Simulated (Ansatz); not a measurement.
A crystal relaxed with r2SCAN+rVV10 in the PAW code Ansatz has space group P4/nmm:1 (No. 129) and a = 3.978 Å, c = 5.009 Å.

```
atom  site       x       y       z
  Xx    2c  0.0000  0.5000  0.2364
   O    2a  0.5000  0.5000  0.0000
```

With r2SCAN the valence top lies at M–Γ (0.85 of the way from M) and the conduction bottom at M, 1.53 eV higher; the smallest vertical gap, at M, is 2.70 eV. The HSE06 gap is indirect, 1.89 eV (Γ to M), below the direct gap of 3.27 eV at Γ. Meshes: r2SCAN 6×6×6, HSE06 4×4×4. r2SCAN's ε∞ is 6.2 along x and y, 5.7 along z.

Q: Which element is Xx?
A. Ge
B. Pb
C. Si
D. C

A: B. Xx is Pb: a 4-atom cell of PbO built on the litharge structure (relaxed group P4/nmm). Pb is surrounded by 4 O at 2.32 Å; O is surrounded by 4 Pb at 2.32 Å.

(Simulation; spin polarisation is off.)

Spin-orbit coupling is left out; in compounds of Pb, Bi, Tl or Hg it can lower a gap by up to about 1 eV, split its edges or invert the bands.

Where an edge lies off the special points, it is a point of the mesh or the k point where a search put PBE's edge or least direct gap, reused for the other functionals, whose own edges may lie a little apart.

The meshes of the hybrids are coarse, so their gaps aren't converged to the digits shown.
